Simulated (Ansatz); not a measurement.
V:
```
V
1.0
    0.00000     2.84102     2.84102
    2.84102     0.00000     2.84102
    2.84102     2.84102     0.00000
V
2
Direct
  0.00000   0.00000   0.00000
  0.25000   0.25000   0.25000
```
Starting moments (μB, in the order of the atoms V V): 3.1 3.1.

Relaxed with r²SCAN. Special points in fractions of this cell's reciprocal vectors: Γ (0.000, 0.000, 0.000); X (0.500, 0.000, 0.500); U (0.625, 0.250, 0.625); K (0.375, 0.375, 0.750); L (0.500, 0.500, 0.500); W (0.500, 0.250, 0.750).

Problem. List the band energies nearest the Fermi level at these points for DFT-r²SCAN in the program Ansatz with PAW potentials.

Solution. In eV from the Fermi level; about four levels below and three above (degenerate sets whole), none deeper than 8.9 eV; points with the same levels are listed once.

| k | below | above |
|---|---|---|
| Γ ↑ | -2.57 -2.57 -2.57 -0.41 -0.41 -0.41 | 1.19 1.19 10.53 10.53 10.53 |
| X ↑ | -2.20 -2.20 -0.72 -0.72 | 1.13 1.13 2.12 2.12 |
| U ↑ | -2.20 -1.48 -1.17 -0.77 | 1.17 1.23 1.37 |
| L ↑ | -2.52 -2.52 -2.51 -2.44 -2.44 -1.82 | 0.04 0.04 0.93 0.93 |
| W ↑ | -1.66 -1.66 -1.22 -1.22 | 1.37 1.37 2.09 2.09 |
| Γ ↓ | -5.12 | 0.62 0.62 1.03 1.03 1.03 |
| X ↓ | -1.37 -1.37 | 1.24 1.24 1.28 1.28 |
| U ↓ | -1.42 -0.98 | 0.80 0.89 1.39 |
| L ↓ | -1.70 -1.24 | 0.47 0.47 1.16 1.16 |
| W ↓ | -1.19 -1.19 | 1.18 1.18 1.65 1.65 |

Space group Fd-3m (diamond). The start of the workflow was typed in or built on a structure type; neither database checked (COD, Materials Project) lists it. It is not the phase usual at ambient conditions (space group No. 229). Symmetry was held in the r²SCAN relaxation; whether a distortion lowers the energy is not shown. The final state is ferromagnetic, chosen from 4 collinear starts compared on coarse meshes (ties went to the first, and starts can fall back to one state), not a proven ground state. Other orbital occupations within this spin state were not tried.

Potentials: the later of the program's two PAW sets.
